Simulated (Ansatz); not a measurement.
Data:

Be2C:
```cif
data_C4Be8
_chemical_formula_sum 'Be8 C4'
_space_group_name_H-M_alt 'Fm-3m'
_space_group_IT_number 225
_space_group_name_Hall '-F 4 2 3'
_cell_length_a 4.31073
_cell_length_b 4.31073
_cell_length_c 4.31073
_cell_angle_alpha 90.000
_cell_angle_beta 90.000
_cell_angle_gamma 90.000
loop_
_atom_site_label
_atom_site_type_symbol
_atom_site_symmetry_multiplicity
_atom_site_Wyckoff_symbol
_atom_site_fract_x
_atom_site_fract_y
_atom_site_fract_z
_atom_site_occupancy
Be1 Be 8 c 0.25000 0.25000 0.25000 1
C1 C 4 a 0.00000 0.00000 0.00000 1
```
(The calculation used a cell of 3 atoms; values per cell refer to that cell.)

This is the PBEsol-relaxed structure.

Task: All from DFT-PBEsol in the program Ansatz with PAW potentials, unless another level is named. Predict the band gap.

Result: 1.08 eV (indirect).

Task: And the hole effective mass, band 1 of 3 at the edge?

Result: 0.42 along [100], 3.6 along [110], 0.67 along [111] (mₑ).

Task: What about the electron effective mass?

Result: 0.23, 0.23, 0.70 mₑ (principal values).

Task: And the weight of the conduction-edge state by species (Voronoi cells)?

Result: Be 70 %, C 30 %.

Task: Predict the weight of the valence-edge state by species (Voronoi cells).

Result: C 76 %, Be 24 %.

The cell was relaxed with PBEsol under the symmetry of its start.

Potentials: the later of the program's two PAW sets.
